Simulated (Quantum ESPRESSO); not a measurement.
# Si7N: a curve over strain

Simulated, not a measurement. The program is pw.x of Quantum ESPRESSO 7.5 (plane-wave density functional theory). The cell is made up: 8 atoms on a zincblende/diamond lattice, with randomly drawn elements, strain and displacements, not relaxed. PseudoDojo standard norm-conserving files (v0.5 for PBE, v0.4.1 for LDA and PBEsol) set the functional; there is no spin polarisation, spin-orbit coupling or dispersion term, and the masses in the input are unused placeholders. A spin-polarised start on this cell or one of its family kept no moment.

Seven runs add a strain to one cell (the same linear strain along x, y and z); the atoms follow the cell and are not relaxed. Stress in the table is positive in tension.

Input of the run at -0.0003:

```
&control calculation='scf', pseudo_dir='./dojo.nc.sr.pbe.v0_5.standard.upf', outdir='./o', disk_io='medium', tprnfor=.true., tstress=.true. /
&system ibrav=0, nat=8, ntyp=2, nbnd=27, ecutwfc=84.00895049, nosym=.true., tot_charge=0,
 occupations='smearing', smearing='fd', degauss=0.0073498644
/
&electrons conv_thr=7.350e-09, electron_maxstep=60, /
ATOMIC_SPECIES
N 1.0 N.upf
Si 1.0 Si.upf
CELL_PARAMETERS angstrom
5.2941 0.0027 -0.0468
0.0027 5.3031 -0.0072
-0.0468 -0.0072 5.4507
ATOMIC_POSITIONS angstrom
Si 0.1022 0.0535 -0.0737
Si -0.0929 2.6463 2.6852
Si 2.5287 -0.0288 2.5794
Si 2.5853 2.5654 -0.0543
Si 1.3505 1.2305 1.3874
Si 1.3513 4.0698 4.017
N 3.9023 1.2691 4.121
Si 4.0658 4.0018 1.3297
K_POINTS automatic
6 6 6 1 1 1
```

| added strain | free energy less that of the input shown (eV) | stress xx (GPa) | stress yy (GPa) | stress zz (GPa) | stress xy (GPa) | pressure (GPa) | iterations |
| --- | --- | --- | --- | --- | --- | --- | --- |
| -0.0248 | 0.1214 | -5.49 | -6.35 | -5.08 | 2.82 | 5.64 | 11 |
| -0.0227 | 0.0911 | -4.80 | -5.62 | -4.34 | 2.73 | 4.92 | 11 |
| -0.0169 | 0.0279 | -2.98 | -3.72 | -2.40 | 2.47 | 3.03 | 11 |
| -0.0026 | -0.0095 | 0.94 | 0.38 | 1.78 | 1.90 | -1.03 | 11 |
| -0.0003 | 0.0000 | 1.50 | 0.96 | 2.38 | 1.81 | -1.61 | 11 |
| +0.0100 | 0.0840 | 3.80 | 3.36 | 4.82 | 1.46 | -3.99 | 12 |
| +0.0213 | 0.2556 | 5.94 | 5.61 | 7.10 | 1.13 | -6.22 | 12 |

A cubic fit gives a slope of stress xx against the added strain of 239 GPa at zero added strain, with the atoms clamped. Across the table the free energy follows the integral of the stress to within 0.7 meV. A rerun of one of the cells at 1437 eV and a 8 x 8 x 8 mesh moved values by no more than 0.009 eV in energy, 0.04 GPa in stress and 0.013 eV/Å in force.